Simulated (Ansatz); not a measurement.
# Sn (Fd-3m), tetragonal deformation path

All numbers below come from DFT PBE, scalar-relativistic, plane waves, PAW (Ansatz). The runs took a 420 eV cutoff, a Γ-centred 14×14×14 mesh and Gaussian smearing (0.15 eV). No spin polarisation. Energies are free energies at this smearing, counted from the undisturbed cell; pressure is positive in compression.

The undisturbed cell (as given, not relaxed at this level; it stands at 3.2 GPa):

```
Sn
1.0
     0.00000    3.24560    3.24560
     3.24560    0.00000    3.24560
     3.24560    3.24560    0.00000
Sn
2
Direct
  0.50000 0.50000 0.50000
  0.75000 0.75000 0.75000
```

At fixed volume and fractional coordinates, lengths along (0.000, 0.000, 1.000) are scaled against those across it; ρ is that ratio over its starting value. The cell is metallic on the mesh throughout.

```csv
ρ,ΔE (meV/atom)
0.650,152.2
0.707,122.2
0.780,81.1
0.850,42.5
0.920,12.9
0.960,3.3
1.000,0.0
1.050,5.2
1.100,21.0
1.200,81.0
1.300,162.5
1.414,245.4
1.500,283.4
```

Question: Predict the pressure (GPa) at each point.

Answer:
```
    ρ  pressure (GPa)
0.650             0.3
0.707             1.2
0.780             2.2
0.850             2.8
0.920             3.1
0.960             3.2
1.000             3.2
1.050             3.2
1.100             3.2
1.200             3.0
1.300             2.9
1.414             2.4
1.500             1.9
```